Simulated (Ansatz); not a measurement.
SrZn2Ge2 in space group I4/mmm (No. 139; Sr on 2a, Zn on 4d, Ge on 4e), DFT-r²SCAN in the program Ansatz with PAW potentials, all energies at zero smearing, with the estimated change up to a 700 eV cutoff added, with one set of potentials and settings (totals compare only within such a set). Cell of 5 atoms (1 Sr, 2 Zn, 2 Ge): -18814.382 eV.

```
element                reference phase  E (eV/atom)
-------  -----------------------------  -----------
Sr       P6_3/mmc, 2 atoms in the cell   -3555.1144
Zn       P6_3/mmc, 2 atoms in the cell   -3325.6729
Ge          Fd-3m, 2 atoms in the cell   -4302.9041
```

Formation energy per atom, worked out: (-18814.382 − 1×(-3555.1144) − 2×(-3325.6729) − 2×(-4302.9041))/5 = -0.423 eV/atom (-41 kJ per mol of atoms), at 0 K, without zero-point energy or fitted corrections.

The first step of the workflow began from a Materials Project structure, measured or hypothetical; the Crystallography Open Database copy checked does not list it. Whether it is the stable phase at ambient conditions was not checked. The cell was relaxed with r²SCAN under the symmetry of its start; its stability against distortions is not shown here. The references are the lowest solids computed at this level, not always the standard phases.

Potentials: the later of the program's two PAW sets.
